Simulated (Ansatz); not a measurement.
# ZnAg

Computed with Ansatz (plane waves, PAW, 420 eV cutoff): PBEsol, scalar-relativistic, no spin polarisation, Γ-centred 10×10×10 mesh, 0.05 eV Gaussian smearing; PAW files: Ansatz's generated set soft_2.

```xyz
2
Lattice="3.1170 0.0000 0.0000 0.0000 3.1170 0.0000 0.0000 0.0000 3.1170" Properties=species:S:1:pos:R:3 pbc="T T T"
Zn    1.5585    1.5585    1.5585
Ag    0.0000    0.0000    0.0000
```

The chain of runs began from a cell as deposited in COD, expanded in volume.

The cell is relaxed to zero pressure at this level.

The cell has space group Pm-3m (read at 0.01 Å). In it the stress is 0.04, 0.04, 0.04, 0.00, 0.00, 0.00 GPa and the largest force component 0.000 eV/Å. Each change below starts from this cell, without further relaxation. Stress is in GPa, positive in compression, in the order xx, yy, zz, yz, xz, xy; energies are counted from the cell above and are free energies with the smearing's entropy, which match forces and stress in a metal.

Q: What happens when atom 1 (Zn) is moved by 0.12 Å along z?

A: The energy changes by 28.6 meV per cell, and the force on it along the shift is -0.476 eV/Å (−F/u = 3.96 eV/Å²). Stress: 0.95, 0.95, 0.24, 0.00, 0.00, 0.00.
| atom | Fx (eV/Å) | Fy | Fz |
| --- | --- | --- | --- |
| Zn1 | 0.000 | 0.000 | -0.476 |
| Ag2 | 0.000 | 0.000 | 0.476 |
In a harmonic crystal the energy would rise by −½F·u = ½ × 3.96 × 0.12² eV = 28.5 meV, which matches.

Q: A single strain component, atoms carried along, gave the stress 0.08, 0.48, 0.08, 0.00, -1.12, 0.00. Which component, and about how large?

A: An engineering strain of 3 % in xz; the energy changes by 3.6 meV per cell. The relaxed cell is 4 % smaller in volume than the cell of this structure in the Crystallography Open Database (15.72 Å³/atom, 1963).
